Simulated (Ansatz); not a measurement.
Nb₂InC in space group P6_3/mmc (No. 194; Nb on 4f, In on 2d, C on 2a), plane-wave PAW PBE (Ansatz code), all energies at zero smearing, with the estimated change up to a 700 eV cutoff added, with one set of potentials and settings (totals compare only within such a set). Cell of 8 atoms (4 Nb, 2 In, 2 C): -29910.309 eV.

| element | reference phase | E (eV/atom) |
|---|---|---|
| Nb | Im-3m, 1 atoms in the cell | -4552.2836 |
| In | I4/mmm, 1 atoms in the cell | -5597.8481 |
| C | P6_3/mmc, 4 atoms in the cell | -250.9479 |

Formation energy per atom, worked out: (-29910.309 − 4×(-4552.2836) − 2×(-5597.8481) − 2×(-250.9479))/8 = -0.448 eV/atom (-43 kJ per mol of atoms), at 0 K, without zero-point energy or fitted corrections.

The first step of the workflow began from a Materials Project structure, measured or hypothetical; the Crystallography Open Database copy checked does not list it. Its standing as an ambient phase is unchecked. Symmetry was held in the PBE relaxation; its stability against distortions is not shown here. No spin polarisation was allowed. The references are the lowest solids computed at this level, not always the standard phases.

Potentials: the later of the program's two PAW sets.
